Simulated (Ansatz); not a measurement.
ScAl₃:
```cif
data_Al3Sc
_chemical_formula_sum 'Al3 Sc1'
_space_group_name_H-M_alt 'P 1'
_space_group_IT_number 1
_cell_length_a 4.08553
_cell_length_b 4.08553
_cell_length_c 4.08553
_cell_angle_alpha 90.000
_cell_angle_beta 90.000
_cell_angle_gamma 90.000
loop_
_space_group_symop_operation_xyz
  'x, y, z'
loop_
_atom_site_label
_atom_site_type_symbol
_atom_site_fract_x
_atom_site_fract_y
_atom_site_fract_z
_atom_site_occupancy
Al1 Al 0.00000 0.50000 0.50000 1
Al2 Al 0.50000 0.50000 0.00000 1
Al3 Al 0.50000 0.00000 0.50000 1
Sc1 Sc 0.00000 0.00000 0.00000 1
```

Relaxed with r²SCAN.

### Question
Tabulate the valence density and the electron localisation function along the shortest Al–Sc contact (2.89 Å), DFT-r²SCAN in the program Ansatz with PAW potentials.

### Answer


```csv
distance from Al (Å),density (e/Å³),ELF
0.29,0.06,0.09
0.43,0.08,0.02
0.58,0.12,0.07
0.72,0.17,0.28
0.87,0.20,0.48
1.01,0.21,0.57
1.16,0.20,0.56
1.30,0.19,0.47
1.44,0.17,0.30
1.59,0.17,0.14
1.73,0.21,0.09
1.88,0.35,0.17
2.02,0.77,0.44
2.17,1.78,0.70
2.31,3.51,0.75
2.46,5.48,0.65
2.60,6.86,0.36
```

The density is the valence pseudo-density with augmentation charge, so density and ELF within about 1 Å of a nucleus are not all-electron values.

Space group Pm-3m (Cu3Au type). The cell was relaxed with r²SCAN under the symmetry of its start. The run is not spin-polarised.

Potentials: the later of the program's two PAW sets.
